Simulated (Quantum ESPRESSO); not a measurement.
## BSi2O5F (one run as intended and one with a planted mistake)

Computed values, not a measurement. The program is pw.x of Quantum ESPRESSO 7.5 (plane-wave density functional theory). The cell is made up: 9 atoms on a quartz lattice, with randomly drawn elements, strain and displacements, not relaxed. PseudoDojo standard norm-conserving files (v0.5 for PBE, v0.4.1 for LDA and PBEsol) set the functional; there is no spin polarisation, spin-orbit coupling or dispersion term, and the masses in the input are unused placeholders.

Intended input:

```
&control calculation='scf', pseudo_dir='./dojo.nc.sr.pbe.v0_5.standard.upf', outdir='./o', disk_io='medium', tprnfor=.true., tstress=.true. /
&system ibrav=0, nat=9, ntyp=4, nbnd=30, ecutwfc=84.00895049, nosym=.true., tot_charge=0,
 occupations='smearing', smearing='fd', degauss=0.0018374661
/
&electrons conv_thr=7.350e-09, electron_maxstep=60, /
ATOMIC_SPECIES
B 1.0 B.upf
F 1.0 F.upf
O 1.0 O.upf
Si 1.0 Si.upf
CELL_PARAMETERS angstrom
4.8436 -0.0044 0.0249
-2.4256 4.1899 -0.0201
0.0273 -0.0097 5.334
ATOMIC_POSITIONS angstrom
B 2.3487 0.0479 3.5292
Si -1.1371 1.9723 1.8373
Si 1.2205 2.1503 0.0027
O 1.2937 1.2279 4.2934
F 3.1927 0.3943 2.5164
O 2.6905 2.6924 0.5982
O 0.3709 1.8938 1.0689
O -1.0617 2.9246 2.9085
O 0.7506 3.3096 4.5226
K_POINTS automatic
5 5 4 1 1 1
```

The log is shortened where brackets say so; the opening notice, blank lines, dates and the lines on written files are dropped, and the path of the files is cut. It prints rydbergs, bohrs and kilobars, and counts compression as positive stress. Where no state is partly filled, the Fermi energy that it prints is only some level between the filled and the empty states on the mesh, and need not lie in the true gap.

Log of the intended run:

```
     Program PWSCF v.7.5
     Parallel version (MPI & OpenMP), running on       1 processor cores
     Number of MPI processes:                 1
     Threads/MPI process:                     1
     [start-up lines left out]
     bravais-lattice index     =            0
     lattice parameter (alat)  =       9.1532  a.u.
     unit-cell volume          =     730.0964 (a.u.)^3
     number of atoms/cell      =            9
     number of atomic types    =            4
     number of electrons       =        48.00
     number of Kohn-Sham states=           30
     kinetic-energy cutoff     =      84.0090  Ry
     charge density cutoff     =     336.0358  Ry
     scf convergence threshold =      7.3E-09
     mixing beta               =       0.7000
     number of iterations used =            8  plain     mixing
     Exchange-correlation= PBE
                           (   1   4   3   4   0   0   0)
     [axes and pseudopotential details left out]
   Cartesian axes
     site n.     atom                  positions (alat units)
         1        B      tau(   1) = (   0.4849013   0.0098892   0.7286217  )
         2        Si     tau(   2) = (  -0.2347602   0.4071916   0.3793201  )
         3        Si     tau(   3) = (   0.2519786   0.4439406   0.0005574  )
         4        O      tau(   4) = (   0.2670911   0.2535063   0.8863947  )
         5        F      tau(   5) = (   0.6591495   0.0814053   0.5195238  )
         6        O      tau(   6) = (   0.5554677   0.5558600   0.1235015  )
         7        O      tau(   7) = (   0.0765742   0.3909848   0.2206800  )
         8        O      tau(   8) = (  -0.2191935   0.6037989   0.6004749  )
         9        O      tau(   9) = (   0.1549653   0.6832841   0.9337143  )
     number of k points=    50  Fermi-Dirac smearing, width (Ry)=  0.0018
                       cart. coord. in units 2pi/alat
        k(    1) = (   0.0995767   0.1737935   0.1133156), wk =   0.0400000
        k(    2) = (   0.0984100   0.1742072   0.3403408), wk =   0.0400000
     [further k points left out]
     Dense  grid:    76039 G-vectors     FFT dimensions: (  54,  54,  60)
     Estimated max dynamical RAM per process >      96.10 MB
     Initial potential from superposition of free atoms
     starting charge      47.9985, renormalised to      48.0000
     Starting wfcs are   36 randomized atomic wfcs
     total cpu time spent up to now is       10.0 secs
     per-process dynamical memory:    73.4 Mb
     Self-consistent Calculation
     iteration #  1     ecut=    84.01 Ry     beta= 0.70
     Davidson diagonalization with overlap
     ethr =  1.00E-02,  avg # of iterations =  3.0
     total cpu time spent up to now is       29.9 secs
     total energy              =    -236.43083145 Ry
     estimated scf accuracy    <       2.76436050 Ry
     iteration #  2     ecut=    84.01 Ry     beta= 0.70
     Davidson diagonalization with overlap
     ethr =  5.76E-03,  avg # of iterations =  2.0
     total cpu time spent up to now is       48.4 secs
     total energy              =    -236.91202107 Ry
     estimated scf accuracy    <       3.05821679 Ry
     [iterations 3 to 10 left out]
     iteration # 11     ecut=    84.01 Ry     beta= 0.70
     Davidson diagonalization with overlap
     ethr =  1.41E-10,  avg # of iterations =  2.0
     total cpu time spent up to now is      217.4 secs
     total energy              =    -237.60121098 Ry
     estimated scf accuracy    <       0.00000001 Ry
     iteration # 12     ecut=    84.01 Ry     beta= 0.70
     Davidson diagonalization with overlap
     ethr =  2.19E-11,  avg # of iterations =  2.8
     total cpu time spent up to now is      234.7 secs
     End of self-consistent calculation
     [lines on levels left out]
     the Fermi energy is     5.5207 ev
!    total energy              =    -237.60121098 Ry
     estimated scf accuracy    <          1.5E-09 Ry
     smearing contrib. (-TS)   =       0.00000000 Ry
     internal energy E=F+TS    =    -237.60121098 Ry
     The total energy is F=E-TS. E is the sum of the following terms:
     one-electron contribution =    -118.09586933 Ry
     hartree contribution      =      84.73262827 Ry
     xc contribution           =     -62.43765179 Ry
     ewald contribution        =    -141.80031813 Ry
     convergence has been achieved in  12 iterations
     Forces acting on atoms (cartesian axes, Ry/au):
     atom    1 type  1   force =    -0.12804570   -0.20059961    0.29113112
     atom    2 type  4   force =     0.01213558   -0.02128256   -0.37811827
     atom    3 type  4   force =     0.36965675    0.37971009   -0.00131030
     atom    4 type  3   force =     0.18395354   -0.60002999   -0.54188675
     atom    5 type  2   force =     0.04073025    0.04915769   -0.07972357
     atom    6 type  3   force =     0.06597880   -0.11313051    0.10538285
     atom    7 type  3   force =    -0.43442662   -0.17088610    0.52281996
     atom    8 type  3   force =     0.04908532    0.28640981    0.27432867
     atom    9 type  3   force =    -0.15906792    0.39065118   -0.19262371
     Total force =     1.469006     Total SCF correction =     0.000052
     Computing stress (Cartesian axis) and pressure
          total   stress  (Ry/bohr**3)                   (kbar)     P=      207.59
   0.00015314   0.00048953  -0.00113356           22.53       72.01     -166.75
   0.00048953   0.00123543   0.00108116           72.01      181.74      159.04
  -0.00113356   0.00108116   0.00284495         -166.75      159.04      418.51
     init_run     :      9.71s CPU      9.91s WALL (       1 calls)
     electrons    :    214.84s CPU    224.72s WALL (       1 calls)
     forces       :      3.04s CPU      3.09s WALL (       1 calls)
     stress       :     11.66s CPU     11.72s WALL (       1 calls)
     [timing details left out]
     PWSCF        :   3m59.45s CPU   4m 9.85s WALL
     JOB DONE.
```

A second run has one planted mistake: the cell has the wrong charge. The input lines that differ, file-writing options aside:

```
- &system ibrav=0, nat=9, ntyp=4, nbnd=30, ecutwfc=84.00895049, nosym=.true., tot_charge=0,
+ &system ibrav=0, nat=9, ntyp=4, nbnd=31, ecutwfc=84.00895049, nosym=.true., tot_charge=-1,
```

Its log:

```
     Program PWSCF v.7.5
     Parallel version (MPI & OpenMP), running on       1 processor cores
     Number of MPI processes:                 1
     Threads/MPI process:                     1
     [start-up lines left out]
     bravais-lattice index     =            0
     lattice parameter (alat)  =       9.1532  a.u.
     unit-cell volume          =     730.0964 (a.u.)^3
     number of atoms/cell      =            9
     number of atomic types    =            4
     number of electrons       =        49.00
     number of Kohn-Sham states=           31
     kinetic-energy cutoff     =      84.0090  Ry
     charge density cutoff     =     336.0358  Ry
     scf convergence threshold =      7.3E-09
     mixing beta               =       0.7000
     number of iterations used =            8  plain     mixing
     Exchange-correlation= PBE
                           (   1   4   3   4   0   0   0)
     [axes and pseudopotential details left out]
   Cartesian axes
     site n.     atom                  positions (alat units)
         1        B      tau(   1) = (   0.4849013   0.0098892   0.7286217  )
         2        Si     tau(   2) = (  -0.2347602   0.4071916   0.3793201  )
         3        Si     tau(   3) = (   0.2519786   0.4439406   0.0005574  )
         4        O      tau(   4) = (   0.2670911   0.2535063   0.8863947  )
         5        F      tau(   5) = (   0.6591495   0.0814053   0.5195238  )
         6        O      tau(   6) = (   0.5554677   0.5558600   0.1235015  )
         7        O      tau(   7) = (   0.0765742   0.3909848   0.2206800  )
         8        O      tau(   8) = (  -0.2191935   0.6037989   0.6004749  )
         9        O      tau(   9) = (   0.1549653   0.6832841   0.9337143  )
     number of k points=    50  Fermi-Dirac smearing, width (Ry)=  0.0018
                       cart. coord. in units 2pi/alat
        k(    1) = (   0.0995767   0.1737935   0.1133156), wk =   0.0400000
        k(    2) = (   0.0984100   0.1742072   0.3403408), wk =   0.0400000
     [further k points left out]
     Dense  grid:    76039 G-vectors     FFT dimensions: (  54,  54,  60)
     Estimated max dynamical RAM per process >      96.84 MB
     Initial potential from superposition of free atoms
     starting charge      47.9985, renormalised to      49.0000
     Starting wfcs are   36 randomized atomic wfcs
     total cpu time spent up to now is       13.2 secs
     per-process dynamical memory:    59.7 Mb
     Self-consistent Calculation
     iteration #  1     ecut=    84.01 Ry     beta= 0.70
     Davidson diagonalization with overlap
     ethr =  1.00E-02,  avg # of iterations =  3.2
     total cpu time spent up to now is       50.2 secs
     total energy              =    -236.27550786 Ry
     estimated scf accuracy    <       1.77448263 Ry
     iteration #  2     ecut=    84.01 Ry     beta= 0.70
     Davidson diagonalization with overlap
     ethr =  3.62E-03,  avg # of iterations =  2.8
     total cpu time spent up to now is       85.2 secs
     total energy              =    -236.66669783 Ry
     estimated scf accuracy    <       1.87986607 Ry
     [iterations 3 to 9 left out]
     iteration # 10     ecut=    84.01 Ry     beta= 0.70
     Davidson diagonalization with overlap
     ethr =  7.17E-10,  avg # of iterations =  2.0
     total cpu time spent up to now is      313.3 secs
     total energy              =    -237.05979375 Ry
     estimated scf accuracy    <       0.00000005 Ry
     iteration # 11     ecut=    84.01 Ry     beta= 0.70
     Davidson diagonalization with overlap
     ethr =  9.62E-11,  avg # of iterations =  2.2
     total cpu time spent up to now is      347.0 secs
     End of self-consistent calculation
     [lines on levels left out]
     the Fermi energy is     7.9137 ev
!    total energy              =    -237.05979376 Ry
     estimated scf accuracy    <          3.8E-09 Ry
     smearing contrib. (-TS)   =      -0.00035982 Ry
     internal energy E=F+TS    =    -237.05943394 Ry
     The total energy is F=E-TS. E is the sum of the following terms:
     one-electron contribution =    -117.38016290 Ry
     hartree contribution      =      85.41018231 Ry
     xc contribution           =     -63.28913522 Ry
     ewald contribution        =    -141.80031813 Ry
     convergence has been achieved in  11 iterations
     Forces acting on atoms (cartesian axes, Ry/au):
     atom    1 type  1   force =    -0.11872266   -0.18413541    0.23969832
     atom    2 type  4   force =    -0.01741735   -0.06125537   -0.39346866
     atom    3 type  4   force =     0.38745782    0.38298224    0.03590997
     atom    4 type  3   force =     0.16256758   -0.57740097   -0.50603919
     atom    5 type  2   force =     0.02018211   -0.07655293   -0.00526966
     atom    6 type  3   force =     0.04061951   -0.04350596    0.04163418
     atom    7 type  3   force =    -0.36902388   -0.12680213    0.47899178
     atom    8 type  3   force =     0.05111923    0.30948902    0.29181226
     atom    9 type  3   force =    -0.15678237    0.37718151   -0.18326900
     Total force =     1.398414     Total SCF correction =     0.000110
     Computing stress (Cartesian axis) and pressure
          total   stress  (Ry/bohr**3)                   (kbar)     P=      461.68
   0.00168207   0.00064547  -0.00129707          247.44       94.95     -190.81
   0.00064547   0.00329810   0.00070731           94.95      485.17      104.05
  -0.00129707   0.00070731   0.00443519         -190.81      104.05      652.44
     init_run     :     12.09s CPU     13.09s WALL (       1 calls)
     electrons    :    323.99s CPU    333.77s WALL (       1 calls)
     forces       :      6.61s CPU      6.69s WALL (       1 calls)
     stress       :     22.95s CPU     23.06s WALL (       1 calls)
     [timing details left out]
     PWSCF        :   6m 5.94s CPU   6m17.19s WALL
     JOB DONE.
```

|  | intended run | run with the mistake |
| --- | --- | --- |
| free energy (eV) | -3232.729 | -3225.363 |
| smearing term -TS (eV) | 0.0000 | -0.0049 |
| pressure (GPa) | 20.76 | 46.17 |
| largest force component (eV/Å) | 15.427 | 14.846 |
| largest change of a force component (eV/Å) |  | 3.232 |
| iterations | 12 | 11 |

For scale, a rerun of the intended cell at 1437 eV and a 7 x 7 x 6 mesh moved values by no more than 0.002 eV in energy, 0.03 GPa in stress and 0.003 eV/Å in force. The charged cell sits in a uniform background, so its energy and stress rest on the program's zero of potential. The number of bands, nbnd, was set by rule from the electron count and the smearing, so it follows the mistake.